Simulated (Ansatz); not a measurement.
## RbMgSbO3: an elastic constant from a strain scan

Level of theory: DFT r2SCAN, scalar-relativistic, plane waves, PAW in Ansatz 0.2.0. The runs took a 500 eV cutoff, a Γ-centred 6×6×6 mesh and Gaussian smearing (0.05 eV). No spin polarisation. Energies are free energies at this smearing, counted from the undisturbed cell; pressure is positive in compression.

Reference structure (relaxed at this level; it needn't be the usual structure):

```
CELL_PARAMETERS angstrom
3.09146 1.78485 4.01866
-3.09146 1.78485 4.01866
0.00000 -3.56971 4.01866
ATOMIC_POSITIONS crystal
Rb 0.87798 0.87798 0.87798
Mg 0.33197 0.33197 0.33197
Sb 0.57549 0.57549 0.57549
O 0.49459 0.49459 0.96587
O 0.96587 0.49459 0.49459
O 0.49459 0.96587 0.49459
```

The cell is strained by ε times the Voigt pattern (0, 0, 1, 0, 0, 0) (xx, yy, zz, yz, xz, xy; engineering shear) with fractional coordinates fixed. The cell holds 6 atoms in V0 = 133.04 Å³. The stress column is τ = (1/V0) dE/dε, got from the stress tensor σ (compression positive) at each point as −det(1 + εP) σ : P(1 + εP)⁻¹, with P the pattern as a tensor.

```csv
ε,ΔE (meV/atom),τ (GPa)
-0.0200,?,?
-0.0100,0.512,-0.745
0.0000,0.000,-0.004
0.0050,0.120,0.348
0.0150,1.070,1.018
```

Problem. Which combination of elastic constants does this scan measure, and how large is it?

Solution. For small ε, τ = τ0 + Kε with K = pᵀCp, which for this pattern is C33 in the Cartesian frame shown. The parabola through τ at ε = -0.0100, 0 and 0.0050 has slope K = 72 GPa at zero. The energies per cell, E = NΔE, of the same two points give K = 2[E(ε₊)/ε₊ − E(ε₋)/ε₋]/[(ε₊ − ε₋)V0] = 72 GPa, in agreement. These are clamped-ion values.

Problem. Predict the withheld row at ε = -0.0200 from the harmonic law, and compare.

Solution. ΔE = V0(τ0 ε + Kε²/2)/N = 1.995 meV/atom and τ = -1.44 GPa. The calculation gives 2.088 meV/atom and -1.54 GPa, a miss of 4.6 % of the harmonic energy, so the harmonic law still holds here.

Forces appear on the atoms along this scan, and letting them relax would lower the energy and soften the response.

Cost: 5 runs of about 2.6 core-minutes in all, on Arm Neoverse V1 (shared hosts).